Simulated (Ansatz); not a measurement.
**BaTiO3: eigenvalues along the path**

```
Ba Ti O
1.0
     4.03384    0.00000    0.00000
     0.00000    4.03384    0.00000
     0.00000    0.00000    4.03384
Ba Ti O
1 1 3
Direct
  0.50000 0.50000 0.50000
  0.00000 0.00000 0.00000
  0.50000 0.00000 0.00000
  0.00000 0.50000 0.00000
  0.00000 0.00000 0.50000
```

Atoms are numbered in the order listed.

The geometry is COD entry 1507757, unchecked; take it as a test cell. The listed cell was then made from it by scaling, straining or moving an atom.

No spin–orbit coupling, which matters for the heavy atoms here.

Method: Ansatz 0.2.0, DFT, LDA, all-electron LAPW, scalar-relativistic.

Settings: a Γ-centred 8×8×8 k mesh, Fermi–Dirac smearing of 0.05 eV, basis error target 1 meV/atom, no spin polarisation.

Path points, in fractions of the reciprocal vectors: Γ (0.000, 0.000, 0.000), X (0.000, 0.500, 0.000), M (0.500, 0.500, 0.000), R (0.500, 0.500, 0.500). Levels in eV from the valence-band top; bands 22 to 42, counted from the lowest band of the run. The gap is 1.67 eV, indirect from R (0.5, 0.5, 0.5) to Γ.

```
# k(1/Å) point b22 b23 b24 b25 b26 b27 b28 b29 b30 b31 b32 b33 b34 b35 b36 b37 b38 b39 b40 b41 b42
0.000 Γ -16.50 -15.79 -15.79 -9.78 -9.78 -9.78 -2.29 -2.29 -2.29 -1.09 -1.09 -1.09 -0.13 -0.13 -0.13 1.67 1.67 1.67 3.84 3.84 5.00
0.156 - -16.50 -15.79 -15.79 -9.77 -9.77 -9.74 -2.45 -2.31 -2.31 -1.21 -1.21 -1.18 -0.39 -0.21 -0.21 1.69 1.88 1.88 3.84 4.13 5.18
0.312 - -16.53 -15.78 -15.75 -9.73 -9.73 -9.64 -2.87 -2.39 -2.39 -1.45 -1.45 -1.38 -0.94 -0.37 -0.37 1.72 2.36 2.36 3.85 4.71 5.65
0.467 - -16.60 -15.77 -15.66 -9.68 -9.68 -9.51 -3.38 -2.53 -2.53 -1.66 -1.66 -1.61 -1.45 -0.53 -0.53 1.75 2.87 2.87 3.85 5.28 6.26
0.623 - -16.68 -15.76 -15.56 -9.64 -9.64 -9.41 -3.78 -2.66 -2.66 -1.80 -1.79 -1.78 -1.78 -0.64 -0.64 1.79 3.25 3.25 3.85 5.65 6.78
0.779 X -16.71 -15.76 -15.52 -9.62 -9.62 -9.37 -3.93 -2.72 -2.72 -1.92 -1.85 -1.81 -1.81 -0.68 -0.68 1.80 3.38 3.38 3.85 5.78 7.00
0.935 - -16.66 -15.75 -15.54 -9.64 -9.60 -9.42 -3.95 -2.75 -2.71 -2.51 -1.90 -1.76 -1.22 -0.85 -0.82 1.99 3.39 3.40 4.04 5.91 7.09
1.090 - -16.53 -15.73 -15.60 -9.70 -9.55 -9.54 -3.99 -3.10 -2.96 -2.69 -2.10 -1.50 -1.12 -1.06 -0.68 2.43 3.39 3.45 4.37 6.30 7.33
1.246 - -16.36 -15.72 -15.67 -9.76 -9.67 -9.49 -4.06 -3.57 -3.36 -2.66 -2.35 -1.42 -1.19 -1.04 -0.31 2.90 3.40 3.58 4.57 6.87 7.66
1.402 - -16.19 -15.74 -15.73 -9.80 -9.78 -9.44 -4.17 -3.88 -3.68 -2.63 -2.54 -1.64 -0.94 -0.91 -0.11 3.27 3.40 3.74 4.64 7.33 7.89
1.558 M -16.12 -15.75 -15.75 -9.81 -9.81 -9.42 -4.25 -3.98 -3.77 -2.62 -2.62 -1.72 -0.85 -0.85 -0.05 3.40 3.40 3.81 4.66 7.50 7.77
1.778 - -16.24 -15.76 -15.70 -9.81 -9.72 -9.46 -4.08 -3.76 -3.62 -2.60 -2.51 -1.56 -1.09 -0.88 -0.16 3.24 3.29 3.66 4.63 7.17 7.72
1.998 - -16.40 -15.77 -15.68 -9.80 -9.56 -9.55 -3.70 -3.22 -3.09 -2.54 -2.22 -1.44 -1.17 -0.95 -0.38 2.83 2.95 3.23 4.49 6.32 7.02
2.218 - -16.48 -15.78 -15.74 -9.79 -9.67 -9.53 -3.16 -2.73 -2.44 -2.20 -1.78 -1.29 -1.03 -0.69 -0.48 2.31 2.45 2.66 4.26 5.25 6.15
2.439 - -16.50 -15.79 -15.78 -9.79 -9.75 -9.68 -2.56 -2.39 -2.33 -1.46 -1.32 -1.08 -0.58 -0.30 -0.29 1.86 1.92 2.04 3.98 4.27 5.34
2.659 Γ -16.50 -15.79 -15.79 -9.78 -9.78 -9.78 -2.29 -2.29 -2.29 -1.09 -1.09 -1.09 -0.13 -0.13 -0.13 1.67 1.67 1.67 3.84 3.84 5.00
2.929 - -16.49 -15.78 -15.78 -9.78 -9.78 -9.62 -2.67 -2.41 -2.41 -1.53 -1.53 -1.00 -0.79 -0.36 -0.36 2.01 2.07 2.07 4.27 4.27 5.52
3.199 - -16.39 -15.75 -15.75 -9.84 -9.84 -9.36 -3.42 -2.76 -2.76 -2.14 -2.14 -1.98 -0.74 -0.66 -0.66 2.69 2.74 2.74 5.24 5.24 6.69
3.468 - -16.12 -15.69 -15.69 -10.07 -10.07 -9.56 -3.82 -3.23 -3.23 -2.87 -2.38 -2.38 -0.61 -0.61 -0.41 3.38 3.39 3.39 6.27 6.27 7.72
3.738 - -15.76 -15.61 -15.61 -10.36 -10.36 -10.16 -4.22 -3.61 -3.61 -2.69 -2.38 -2.38 -0.25 -0.25 -0.12 3.87 3.87 3.87 6.92 6.92 7.18
4.008 R -15.57 -15.57 -15.57 -10.49 -10.49 -10.49 -4.46 -3.75 -3.75 -2.36 -2.36 -2.36 0.00 0.00 0.00 4.05 4.05 4.05 6.67 6.67 6.67
4.228 - -15.70 -15.60 -15.59 -10.41 -10.37 -10.28 -4.31 -3.69 -3.61 -2.62 -2.38 -2.37 -0.21 -0.15 -0.07 3.89 3.95 3.95 6.79 6.94 7.10
4.449 - -16.01 -15.65 -15.64 -10.21 -10.07 -9.83 -4.11 -3.37 -3.24 -3.10 -2.40 -2.29 -0.67 -0.43 -0.29 3.46 3.72 3.73 6.22 6.96 7.76
4.669 - -16.36 -15.70 -15.63 -9.95 -9.73 -9.53 -4.03 -3.22 -2.95 -2.84 -2.37 -1.85 -0.98 -0.74 -0.72 2.83 3.50 3.51 5.20 6.50 7.70
4.889 - -16.61 -15.74 -15.56 -9.71 -9.55 -9.47 -3.96 -2.77 -2.70 -2.68 -2.20 -1.29 -1.18 -1.09 -0.86 2.15 3.40 3.40 4.26 6.01 7.18
5.109 X -16.71 -15.76 -15.52 -9.62 -9.62 -9.37 -3.93 -2.72 -2.72 -1.92 -1.85 -1.81 -1.81 -0.68 -0.68 1.80 3.38 3.38 3.85 5.78 7.00
6.211 R -15.57 -15.57 -15.57 -10.49 -10.49 -10.49 -4.46 -3.75 -3.75 -2.36 -2.36 -2.36 0.00 0.00 0.00 4.05 4.05 4.05 6.67 6.67 6.67
6.367 - -15.63 -15.59 -15.59 -10.42 -10.42 -10.40 -4.39 -3.75 -3.64 -2.50 -2.37 -2.37 -0.11 -0.11 0.00 3.97 3.97 4.02 6.66 6.90 6.90
6.522 - -15.77 -15.64 -15.64 -10.26 -10.26 -10.16 -4.29 -3.76 -3.25 -2.87 -2.40 -2.40 -0.37 -0.37 -0.02 3.80 3.80 3.96 6.38 7.25 7.50
6.678 - -15.94 -15.69 -15.69 -10.05 -10.05 -9.84 -4.25 -3.76 -3.37 -2.61 -2.48 -2.48 -0.63 -0.63 -0.03 3.60 3.60 3.89 5.67 7.44 7.50
6.834 - -16.07 -15.74 -15.74 -9.88 -9.88 -9.54 -4.25 -3.80 -3.76 -2.57 -2.57 -1.99 -0.80 -0.80 -0.04 3.46 3.46 3.83 4.97 7.50 7.66
6.990 M -16.12 -15.75 -15.75 -9.81 -9.81 -9.42 -4.25 -3.98 -3.77 -2.62 -2.62 -1.72 -0.85 -0.85 -0.05 3.40 3.40 3.81 4.66 7.50 7.77
```
